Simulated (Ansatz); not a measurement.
CoLi2Nb4O12 in space group P1 (No. 1; Pearson symbol aP19), the program Ansatz at the PBE level (PAW), all energies at zero smearing, with the estimated change up to a 700 eV cutoff added, with one set of potentials and settings (totals compare only within such a set). Cell of 19 atoms (1 Co, 2 Li, 4 Nb, 12 O): -30569.696 eV.

| element | reference phase | E (eV/atom) |
|---|---|---|
| Co | P6_3/mmc, 2 atoms in the cell, spin-polarised | -5126.1559 |
| Li | Fm-3m, 1 atoms in the cell | -204.6902 |
| Nb | Im-3m, 1 atoms in the cell | -4552.2836 |
| O | C2/m, 4 atoms in the cell, spin-polarised | -565.0000 |

Formation energy per atom, worked out: (-30569.696 − 1×(-5126.1559) − 2×(-204.6902) − 4×(-4552.2836) − 12×(-565.0000))/19 = -2.370 eV/atom (-229 kJ per mol of atoms), at 0 K, without zero-point energy or fitted corrections.

The start of the workflow was typed in or built on a structure type; neither database checked (COD, Materials Project) lists it. Whether it is the stable phase at ambient conditions was not checked. The PBE relaxation kept the symmetry of its start; its stability against distortions is not shown here. Magnetic state: ferromagnetic, the only order run, not a proven ground state. No Hubbard U is applied. The references are the lowest solids computed at this level, not always the standard phases (solids in place of the gases).

Potentials: the later of the program's two PAW sets.
